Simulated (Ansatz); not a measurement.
KCl (started from an entry of an open crystallographic database), relaxed with r2SCAN: 8 runs in Ansatz 0.2.0, each a construction of maximally localised Wannier functions. It is cubic, Fm-3m (No. 225); a = 6.290 Å in the conventional setting, 31.10 Å³ an atom. K is surrounded by 6 Cl at 3.14 Å; Cl is surrounded by 6 K at 3.14 Å. Spin-unpolarised throughout; all numbers are computed.

```yaml
crystal:
  lattice:
    - [0.00000, 3.14485, 3.14485]
    - [3.14485, 0.00000, 3.14485]
    - [3.14485, 3.14485, 0.00000]
  atoms:
    - { symbol: K, position: [0.00000, 0.00000, 0.00000] }
    - { symbol: Cl, position: [0.50000, 0.50000, 0.50000] }
```

Windows count from the top of the filled bands; a dash means that no such window was set (without an outer window there is no disentanglement). Rows marked drawn have settings drawn at random (some not listed).

| functional | SCF mesh | trial orbitals | functions | mesh | window (eV) | frozen (eV) | settings | Ω total (Å²) | Ω invariant (Å²) | largest spread (Å²) | least projectability | interpolation miss of the model's filled bands (eV, to the nearest computed level) |
| --- | --- | --- | --- | --- | --- | --- | --- | --- | --- | --- | --- | --- |
| PBE | 6×6×6 | Cl s, Cl p | 4 | 4×4×4 | – | – | chosen | 5.20 | 4.58 | 1.30 | 0.81 | 0.010 |
| PBE | 6×6×6 | Cl s, Cl p | 4 | 6×6×6 | – | – | chosen | 5.40 | 4.78 | 1.35 | 0.81 | 0.001 |
| PBE | 6×6×6 | Cl p | 3 | 4×4×4 | – | – | chosen | 4.20 | 4.19 | 1.40 | 0.98 | 0.012 |
| r2SCAN | 6×6×6 | Cl s, Cl p | 4 | 4×4×4 | – | – | chosen | 4.93 | 4.28 | 1.23 | 0.84 | 0.009 |
| r2SCAN | 6×6×6 | Cl p | 3 | 4×4×4 | – | – | chosen | 4.14 | 4.13 | 1.38 | 0.98 | 0.011 |
| HSE06 | 4×4×4 | Cl s, Cl p | 4 | 4×4×4 | – | – | chosen | 4.86 | 4.22 | 1.22 | 0.85 | – |
| HSE06 | 4×4×4 | Cl p | 3 | 4×4×4 | – | – | chosen | 4.11 | 4.10 | 1.37 | 0.98 | – |
| PBE | 6×6×6 | K s, Cl p | 4 | 4×4×4 | -25.0 to +14.2 | – | drawn | 7.12 | 7.06 | 3.84 | 0.62 | 0.349 |

1 of the rows take their functions from a window without a frozen part or with a poor projection: such a subspace needn't follow the bands named, so its spread can't be set beside the others.

A dash in the last column means that the miss wasn't evaluated.

For Cl s, Cl p with PBE the spread goes 5.20 Å² (4×4×4), 5.40 Å² (6×6×6): finite differences on a coarse mesh understate it.
